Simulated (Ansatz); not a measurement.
NiP:
```yaml
crystal:
  lattice:
    - [4.84947, 0.00000, 0.00000]
    - [0.00000, 6.87390, 0.00000]
    - [0.00000, 0.00000, 5.99935]
  atoms:
    - { symbol: Ni, position: [0.98466, 0.10213, 0.30664] }
    - { symbol: Ni, position: [0.01534, 0.89787, 0.69336] }
    - { symbol: Ni, position: [0.51534, 0.89787, 0.80664] }
    - { symbol: Ni, position: [0.48466, 0.10213, 0.19336] }
    - { symbol: Ni, position: [0.48466, 0.39787, 0.69336] }
    - { symbol: Ni, position: [0.51534, 0.60213, 0.30664] }
    - { symbol: Ni, position: [0.01534, 0.60213, 0.19336] }
    - { symbol: Ni, position: [0.98466, 0.39787, 0.80664] }
    - { symbol: P, position: [0.82584, 0.38785, 0.44351] }
    - { symbol: P, position: [0.17416, 0.61215, 0.55649] }
    - { symbol: P, position: [0.67416, 0.61215, 0.94351] }
    - { symbol: P, position: [0.32584, 0.38785, 0.05649] }
    - { symbol: P, position: [0.32584, 0.11215, 0.55649] }
    - { symbol: P, position: [0.67416, 0.88785, 0.44351] }
    - { symbol: P, position: [0.17416, 0.88785, 0.05649] }
    - { symbol: P, position: [0.82584, 0.11215, 0.94351] }
```

Relaxed with r²SCAN. Special points in fractions of this cell's reciprocal vectors: Γ (0.000, 0.000, 0.000); X (0.500, 0.000, 0.000); S (0.500, 0.500, 0.000); Y (0.000, 0.500, 0.000); Z (0.000, 0.000, 0.500); U (0.500, 0.000, 0.500); R (0.500, 0.500, 0.500); T (0.000, 0.500, 0.500).

Problem. List the band energies nearest the Fermi level at these points for the program Ansatz at the r²SCAN level (PAW).

Solution. In eV from the Fermi level; about four levels below and three above (degenerate sets whole), none deeper than 8.9 eV; points with the same levels are listed once.

```tsv
k	below	above
Γ	-0.95 -0.84 -0.33 -0.18	0.81 0.82 1.15
X	-0.65 -0.65 -0.08 -0.08	1.06 1.06 1.07 1.07
S	-0.57 -0.57 -0.57 -0.57	0.96 0.96 0.96 0.96
Y	-0.75 -0.75 -0.57 -0.57	0.01 0.01 0.59 0.59
Z	-0.51 -0.51 -0.36 -0.36	0.03 0.03 0.34 0.34
U	-0.11 -0.11 -0.11 -0.11	1.34 1.34 1.34 1.34
R	-0.89 -0.89 -0.89 -0.89	0.61 0.61 0.61 0.61
T	-0.76 -0.76 -0.76 -0.76	0.55 0.55 0.55 0.55
```

Space group Pbca. The first step of the workflow began from a Materials Project structure, measured or hypothetical; the Crystallography Open Database files this formula in space group No. 61, but the cells were not matched. Whether it is the stable phase at ambient conditions was not checked. Symmetry was held in the r²SCAN relaxation; its stability against distortions is not shown here. No spin polarisation was allowed.

Potentials: the later of the program's two PAW sets.
